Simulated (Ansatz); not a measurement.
Mg3Ti: what changed settings do

The reference input for Ansatz (plane-wave DFT with PAW):

```yaml
crystal:
  lattice:
    - [-2.20097, 2.20097, 4.377573]
    - [2.20097, -2.20097, 4.377573]
    - [2.20097, 2.20097, -4.377573]
  atoms:
    - { symbol: Mg, position: [0.5, 0.5, 0.0] }
    - { symbol: Mg, position: [0.25, 0.75, 0.5] }
    - { symbol: Mg, position: [0.75, 0.25, 0.5] }
    - { symbol: Ti, position: [0.0, 0.0, 0.0], spin: 1.0 }
basis:
  ecutwfc: 420
kpoints:
  mp_grid: { grid: [6, 6, 6] }
hamiltonian:
  xc: pbe
scf:
  occupations: { method: gaussian, width: 0.1 }
  lower_state_search: "off"
output:
  forces: true
  stress: true
  eigenvalues: true
  populations: true
magnetization:
  spin_polarized: true
```

Command:

```bash
ansatz run input.yaml --threads 1 --pin off --max-ram 1331MiB --backend cpu --events-out ev --progress --plain --runs-dir out
```

The run converges in 14 SCF iterations on 30 irreducible k-points: pressure 0.22 GPa, no gap, cell moment 2.05 μB.

Settings here are deliberately varied, not converged. Each trial's input is given as a difference from the reference's; energies are extrapolated to zero smearing where there is one, and pressure is positive in compression.

Problem. Trial 1 (one atom moved):

```diff
 crystal:
   atoms:
-    - { symbol: Mg, position: [0.5, 0.5, 0.0] }
+    - { symbol: Mg, position: [0.5, 0.5113586282, 0.0113586282] }
-    - { symbol: Ti, position: [0.0, 0.0, 0.0], spin: 1.0 }
+    - { symbol: Ti, position: [0.0, 0.0, 0.0], spin: 1.56 }
 basis:
-  ecutwfc: 420
+  ecutwfc: 330
 kpoints:
-  mp_grid: { grid: [6, 6, 6] }
+  mp_grid: { kspacing: 1.3 }
+  band_path: { path: [[0, 0, 0], [0.5, 0, 0], [0.5, 0.5, 0.5]], npoints: 4 }
 output:
-  stress: true
+  stress: false
```

How does this run end?

Solution. The run converges in 22 SCF iterations on 5 irreducible k-points: energy 56.3 meV per atom above the reference, largest force 0.171 eV/Å, no gap, cell moment 1.63 μB. It warns that the cutoff lies under the recommended one, 420 eV for these potentials.

Problem. Trial 2:

```diff
 crystal:
   atoms:
-    - { symbol: Ti, position: [0.0, 0.0, 0.0], spin: 1.0 }
+    - { symbol: Ti, position: [0.0, 0.0, 0.0], spin: 1.56 }
 kpoints:
-  mp_grid: { grid: [6, 6, 6] }
+  mp_grid: { grid: [7, 2, 3] }
 scf:
-  occupations: { method: gaussian, width: 0.1 }
+  occupations: { method: methfessel_paxton, width: 0.072 }
```

What does the program give?

Solution. The run converges in 21 SCF iterations on 22 irreducible k-points: energy 6.07 meV per atom above the reference, pressure 0.01 GPa, largest force 0.065 eV/Å, no gap, cell moment 1.47 μB. It warns that the state wasn't tested for a lower one; that the mesh lowers the symmetry.

Problem. Trial 3:

```diff
 crystal:
   atoms:
-    - { symbol: Mg, position: [0.5, 0.5, 0.0] }
+    - { symbol: Mg, position: [0.5, 0.5] }
-    - { symbol: Ti, position: [0.0, 0.0, 0.0], spin: 1.0 }
+    - { symbol: Ti, position: [0.0, 0.0, 0.0] }
 kpoints:
-  mp_grid: { grid: [6, 6, 6] }
+  mp_grid: { grid: [1, 1, 5] }
 hamiltonian:
+  hubbard: { sites: [{ species: Ti, l: d, u: 9.0, j: 0.73 }] }
 scf:
-  lower_state_search: "off"
+  mixing: { algorithm: msr1 }
+  initial_density: { chi_scale: 0, normalization: atom }
+  max_iter: 65
 output:
-  populations: true
-magnetization:
-  spin_polarized: true
```

How does this run end?

Solution. The program refuses the input:

```text
Error: YAML parse error: error: line 7 column 21: invalid length 2, expected an array of length 3
```

Next try, with these keys changed back:

```diff
 crystal:
   atoms:
-    - { symbol: Mg, position: [0.5, 0.5] }
+    - { symbol: Mg, position: [0.5, 0.5, 0.0] }
```

The run converges in 21 SCF iterations on 3 irreducible k-points: pressure 4.29 GPa, no gap. It warns that the count of filled bands differs between k-points; that the mesh lowers the symmetry. Under a U the state reached may not be the lowest.

Problem. Trial 4:

```diff
 crystal:
   atoms:
-    - { symbol: Ti, position: [0.0, 0.0, 0.0], spin: 1.0 }
+    - { symbol: Ti, position: [0.0, 0.0, 0.0], spin: 1.56 }
-basis:
-  ecutwfc: 420
+basis: {}
 kpoints:
-  mp_grid: { grid: [6, 6, 6] }
+  mp_grid: { kspacing: 1.2 }
 hamiltonian:
-  xc: pbe
+  xc: blyp
```

What does the program give?

Solution. The run converges in 17 SCF iterations on 4 irreducible k-points: pressure 1.60 GPa, no gap, cell moment 1.62 μB.

Problem. Trial 5:

```diff
 crystal:
   atoms:
-    - { symbol: Ti, position: [0.0, 0.0, 0.0], spin: 1.0 }
+    - { symbol: Ti, position: [0.0, 0.0, 0.0], spin: 1.56 }
 kpoints:
-  mp_grid: { grid: [6, 6, 6] }
+  mp_grid: { kspacing: 1.3 }
 hamiltonian:
-  xc: pbe
+  xc: lda
 scf:
+  n_extra_bands: 0
+  max_iter: 60
```

How does this run end?

Solution. The program refuses the input:

```text
Error: inconsistent input (scf.n_extra_bands): n_bands = 21 cannot host the net starting moment |Σ_I m_I| = 1.5600 μB: with N_el = 42 the majority spin channel must hold (N_el + |M|)/2 = 21.7800 electrons at no more than one per band — at least 22 bands (21 bands cap the reachable moment at 2·n_bands − N_el = 0.0000 μB) …
```

Next try, with these keys changed back:

```diff
 scf:
-  n_extra_bands: 0
```

The run converges in 16 SCF iterations on 4 irreducible k-points: pressure -2.51 GPa, no gap, cell moment 1.61 μB.

Problem. Trial 6:

```diff
 crystal:
   atoms:
-    - { symbol: Ti, position: [0.0, 0.0, 0.0], spin: 1.0 }
+    - { symbol: Ti, position: [0.0, 0.0, 0.0], spin: 1.56 }
 kpoints:
-  mp_grid: { grid: [6, 6, 6] }
+  mp_grid: { grid: [2, 2, 2] }
 scf:
+  n_extra_bands: 30
+  mixing: { algorithm: broyden, ndim: 1 }
+  initial_density: { chi_scale: 0, normalization: atom }
+  max_iter: 60
 output:
+  efg: {}
```

How does this run end?

Solution. The run converges in 21 SCF iterations on 4 irreducible k-points: energy 45.6 meV per atom above the reference, pressure 0.73 GPa, no gap, cell moment 1.63 μB. It warns that the state wasn't tested for a lower one.

Problem. Trial 7:

```diff
 crystal:
   atoms:
-    - { symbol: Ti, position: [0.0, 0.0, 0.0], spin: 1.0 }
+    - { symbol: Ti, position: [0.0, 0.0, 0.0], spin: 1.56 }
 basis:
-  ecutwfc: 420
+  ecutwfc: 330
 kpoints:
-  mp_grid: { grid: [6, 6, 6] }
+  mp_grid: { grid: [1, 2, 6], shift: [0.25, 0.25, 0.25] }
```

What does the program give?

Solution. The run converges in 15 SCF iterations on 12 irreducible k-points: energy 12.5 meV per atom above the reference, pressure 0.33 GPa, largest force 0.044 eV/Å, no gap, cell moment 2.26 μB. It warns that the cutoff lies under the recommended one, 420 eV for these potentials; that the mesh lowers the symmetry.

Problem. Trial 8:

```diff
 crystal:
   atoms:
-    - { symbol: Ti, position: [0.0, 0.0, 0.0], spin: 1.0 }
+    - { symbol: Ti, position: [0.0, 0.0, 0.0], spin: 1.56 }
 basis:
-  ecutwfc: 420
+  ecutwfc: 180
 hamiltonian:
-  xc: pbe
+  xc: blyp
+  pseudopotentials: { kind: nc }
```

What does the program give?

Solution. The run converges in 17 SCF iterations on 30 irreducible k-points: pressure 15.06 GPa (unreliable at so low a cutoff), no gap, cell moment 0.00 μB. It warns that the cutoff lies under the recommended one, 1155 eV for these potentials; that the starting moments were lost.

Problem. Trial 9:

```diff
 crystal:
   lattice:
-    - [-2.20097, 2.20097, 4.377573]
-    - [2.20097, -2.20097, 4.377573]
-    - [2.20097, 2.20097, -4.377573]
+    - [-2.1621387922, 2.1621387922, 4.3003404858]
+    - [2.1621387922, -2.1621387922, 4.3003404858]
+    - [2.1621387922, 2.1621387922, -4.3003404858]
   atoms:
-    - { symbol: Ti, position: [0.0, 0.0, 0.0], spin: 1.0 }
+    - { symbol: Ti, position: [0.0, 0.0, 0.0], spin: 1.56 }
 basis:
-  ecutwfc: 420
+  ecutwfc: high
 scf:
+  max_iter: 64
```

What happens?

Solution. The program refuses the input:

```text
Error: YAML parse error: error: line 12 column 12: expected `<number> [<unit>]`, got `high`
```

Next try, with these keys changed back:

```diff
 basis:
-  ecutwfc: high
+  ecutwfc: 420
```

The run converges in 14 SCF iterations on 30 irreducible k-points: energy 10.7 meV per atom above the reference, pressure 3.05 GPa, no gap, cell moment 2.00 μB.

Problem. Trial 10:

```diff
 crystal:
   atoms:
-    - { symbol: Ti, position: [0.0, 0.0, 0.0], spin: 1.0 }
+    - { symbol: Ti, position: [0.0, 0.0, 0.0], spin: 1.56 }
 kpoints:
-  mp_grid: { grid: [6, 6, 6] }
+  mp_grid: { grid: [2, 5, 1] }
 scf:
-  occupations: { method: gaussian, width: 0.1 }
+  occupations: { method: tetrahedron_uncorrected }
```

What happens?

Solution. The run converges in 19 SCF iterations on 6 irreducible k-points: energy 234 meV per atom above the reference, pressure 0.23 GPa, largest force 0.068 eV/Å, no gap, cell moment 1.46 μB. It warns that the printed bands weren't solved further after the SCF; that the mesh lowers the symmetry.